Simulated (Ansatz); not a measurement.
The cell below belongs to a search over invented structures; it isn't taken from experiment.

Input and command of a plane-wave DFT calculation in Ansatz:

```yaml
crystal:
  lattice:
    - [6.1374153699, 0.0, 0.0]
    - [0.0, 3.0570735559, 0.0]
    - [0.0, 0.0, 6.6737568154]
  atoms:
    - { symbol: Al, position: [0.9788815694, 0.5, 0.2047087833] }
    - { symbol: Al, position: [0.5211184306, 0.5, 0.2047087833] }
    - { symbol: Al, position: [0.0211184306, 0.5, 0.7952912167] }
    - { symbol: Al, position: [0.4788815694, 0.5, 0.7952912167] }
    - { symbol: Al, position: [0.75, 0.0, 0.5427702381] }
    - { symbol: Al, position: [0.25, 0.0, 0.4572297619] }
    - { symbol: Ru, position: [0.25, 0.0, 0.0258104334] }
    - { symbol: Ru, position: [0.75, 0.0, 0.9741895666] }
    - { symbol: "N", position: [0.0, 0.5, 0.5] }
    - { symbol: "N", position: [0.5, 0.5, 0.5] }
basis:
  ecutwfc: 420
kpoints:
  mp_grid: { grid: [6, 10, 6] }
hamiltonian:
  xc: pbe
scf:
  occupations: { method: gaussian, width: 0.1 }
output:
  forces: true
  stress: true
  eigenvalues: true
  write_density: true
  write_potential: true
  elf: true
  volumetric_format: npy
relax:
  adjacent_minimum: "off"
  f_tol: 0.01
  max_steps: 30
  cell: { stress_tol: 0.1, fix: [volume] }
```

```bash
ansatz run input.yaml --threads 1 --pin off --max-ram 2560MiB --backend cpu --events-out ev --progress --plain --runs-dir out
```

Processor: AMD EPYC 7R43 64-Core Processor (Zen 3), 1 thread, on a host shared with other jobs.

Question: Estimate time, memory and problem size.

Answer: About 2.1 min, peak memory 0.69 GiB. It solves 40 bands at 96 k points (after reduction by symmetry) with about 2445 plane waves, in 32 SCF iterations over 5 ionic steps.
